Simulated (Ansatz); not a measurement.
# Computed properties of K₂TeCl₆

K2TeCl6:
```
K2TeCl6
1.0
    0.00000     5.08757     5.08757
    5.08757     0.00000     5.08757
    5.08757     5.08757     0.00000
K Te Cl
2 1 6
Direct
  0.75000   0.75000   0.75000
  0.25000   0.25000   0.25000
  0.00000   0.00000   0.00000
  0.25001   0.25001   0.74999
  0.74999   0.74999   0.25001
  0.74999   0.25001   0.25001
  0.25001   0.74999   0.74999
  0.25001   0.74999   0.25001
  0.74999   0.25001   0.74999
```

Space group Fm-3m (No. 225); conventional cell a = b = c = 10.175 Å, α = β = γ = 90.00°.

Method: r²SCAN (plane waves, PAW; program Ansatz). Geometry: relaxed at this level of theory. Other levels are named where they apply.

**Cell and energy**

```json
{
 "volume_per_atom": "29.26 Å³",
 "density": "2.64 g/cm³",
 "Formation energy from the elements (no fitted shifts)": "-1.37 eV/atom"
}
```

**Electronic structure**

```json
{
  "band_gap": "2.70 eV (indirect)",
  "valence_band_maximum": "at W",
  "conduction_band_minimum": "at L (4 equivalent valleys)",
  "smallest_direct_gap_on_the_standard_path": "2.96 eV",
  "electron_effective_mass": "0.47, 0.47, 0.88 mₑ (principal values)",
  "Electron effective mass with spin–orbit coupling": "0.52, 0.52, 1.1 mₑ (principal values)",
  "HSE06 gap on the r²SCAN cell": "3.20 eV",
  "Gap with spin–orbit coupling": "2.59 eV"
}
```

**Mechanics**

```json
{
 "Bulk modulus (Birch–Murnaghan fit)": "15.1 GPa",
 "Pressure derivative B′": "7.3"
}
```

**Charges**

```json
{
 "bader_charges": "K +0.91, Te +1.83, Cl -0.61 e"
}
```

The first step of the workflow began from a Materials Project structure, measured or hypothetical; the Crystallography Open Database copy checked does not list it. COD files the formula under space group No. 139. Whether it is the stable phase at ambient conditions was not checked. Symmetry was held in the r²SCAN relaxation; whether a distortion lowers the energy is not shown. The references are the lowest solids computed at this level, not always the standard phases (solids in place of the gases). Scalar-relativistic: spin–orbit coupling is off unless named, which matters more the heavier the elements.

Potentials: the later of the program's two PAW sets.
